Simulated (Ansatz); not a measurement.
ZnSe:
```xyz
2
Lattice="0.0000 2.8663 2.8663 2.8663 0.0000 2.8663 2.8663 2.8663 0.0000" Properties=species:S:1:pos:R:3 pbc="T T T"
Zn     0.0000     0.0000     0.0000
Se     1.4332     1.4332     1.4332
```

Plane-wave PAW PBE (Ansatz code) gives a gap of 1.15 eV without spin–orbit coupling, maximum at Γ, minimum at Γ.

Question: What happens when spin–orbit coupling is switched on?

Answer: The gap drops by 0.13 eV, to 1.02 eV; maximum at Γ, minimum at Γ.

Question: How large is the spin–orbit splitting of the valence top at Γ?

Answer: The fourfold level lies 0.38 eV above the split-off pair.

Question: Give the electron effective mass with spin–orbit coupling.

Answer: 0.088 mₑ (isotropic).

Space group F-43m (zinc blende). The PBE relaxation kept the symmetry of its start.

Potentials: the earlier of the program's two PAW sets.
